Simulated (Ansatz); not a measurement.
Problem. Each is relaxed and computed with the program Ansatz at the r²SCAN level (PAW). Which is the only metal?
A. Te3As2, C2/m (Pearson symbol mS20)
B. La2S3O12, R-3c (La on 12c, S on 18e, O on 36f, O on 36f)
C. LaAs2Pd2, I4/mmm (La on 2a, As on 4e, Pd on 4d)
D. AlGaAs2, R3m (Al on 3a, Ga on 3a, As on 3a, As on 3a)

Solution. C, LaAs2Pd2, I4/mmm (La on 2a, As on 4e, Pd on 4d). LaAs2Pd2: metal; Te3As2: gap 0.53 eV (indirect); La2S3O12: gap 5.49 eV; AlGaAs2: gap 1.34 eV (direct). Standing as an ambient phase not checked: LaAs2Pd2, I4/mmm (La on 2a, As on 4e, Pd on 4d); Te3As2, C2/m (Pearson symbol mS20); La2S3O12, R-3c (La on 12c, S on 18e, O on 36f, O on 36f); AlGaAs2, R3m (Al on 3a, Ga on 3a, As on 3a, As on 3a). Weakly bound layers, chains or molecules computed without a dispersion correction, so cells and soft constants are ill determined: Te3As2, C2/m (Pearson symbol mS20). Perhaps ordered models of mixed-site phases: AlGaAs2, R3m (Al on 3a, Ga on 3a, As on 3a, As on 3a). All cells were relaxed under the symmetry of their starts (and spin orders); stability against distortions was not tested throughout. Rows with no word on spin ran without spin polarisation. Spin–orbit coupling is left out wherever it is not named.

Potentials: the later of the program's two PAW sets.
